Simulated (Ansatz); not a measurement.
**K: from a starting cell to a relaxed one**

The start is a randomly generated symmetric cell of K (space group No. 69). A full variable-cell relaxation at zero pressure is run with PBE (plane waves to 420 eV, PAW, scalar-relativistic; Ansatz, a first-principles code). First-step values are on the input's coarse k-mesh.

Ansatz input (later rounds restart from its end on a renewed k-mesh):
Ansatz 0.2 input:
```yaml
crystal:
  lattice:
    - [0, 3.576881, 11.8421612]
    - [2.7273939, 0, 11.8421612]
    - [2.7273939, 3.576881, 0]
  atoms:
    - { symbol: K, position: [0, 0, 0] }
    - { symbol: K, position: [0, 0.5, 0] }
    - { symbol: K, position: [0.5, 0, 0.5] }
basis: { ecutwfc: 420, ecutrho_ratio: 4, xc_grid: 2, fft_grid_basis: typed }
kpoints: { mp_grid: { grid: [8, 8, 8] } }
hamiltonian:
  xc: pbe
  dispersion: none
  pseudopotentials: { azcp: { folder: ./paw }, kind: paw }
scf: { occupations: { method: fermi_dirac, width: 0.05 } }
relax: { f_tol: 0.01, max_steps: 100, cell: { stress_tol: 0.02 } }
output: { forces: true, stress: true }
```

Question: By how much does the energy per atom fall from start to end?

Answer: 0.73 eV/atom.

Question: Give the final cell and atomic positions.

Answer: 
```cif
data_K12
_chemical_formula_sum 'K12'
_space_group_name_H-M_alt 'Fmmm'
_space_group_IT_number 69
_space_group_name_Hall '-F 2 2'
_cell_length_a 8.18521
_cell_length_b 8.61880
_cell_length_c 15.47179
_cell_angle_alpha 90.000
_cell_angle_beta 90.000
_cell_angle_gamma 90.000
loop_
_atom_site_label
_atom_site_type_symbol
_atom_site_symmetry_multiplicity
_atom_site_Wyckoff_symbol
_atom_site_fract_x
_atom_site_fract_y
_atom_site_fract_z
_atom_site_occupancy
K1 K 4 a 0.00000 0.00000 0.00000 1
K2 K 8 c 0.00000 0.25000 0.25000 1
```
(The calculation used a cell of 3 atoms; values per cell refer to that cell.)

The space group stays Fmmm (No. 69) (the run could not lower it), with 3 atoms in the primitive cell. Final values are on a 9×9×9 k-mesh of the relaxed cell. The start holds a very short contact (K–K 2.73 Å). No spin polarisation in the result.

The run could not lower the symmetry of its start; a shaken copy of this end point relaxes with PBE to P-1 (No. 2) at a tolerance of 0.01 Å, I4/mmm (No. 139) at 0.1 Å, 0.14 eV/atom lower.

The relaxed structure here is a generated cell of K: the first start was made by a random draw of sites in a space group, and the end was not matched to a known phase here, so it may be hypothetical. Known forms of K include space group No. 229.
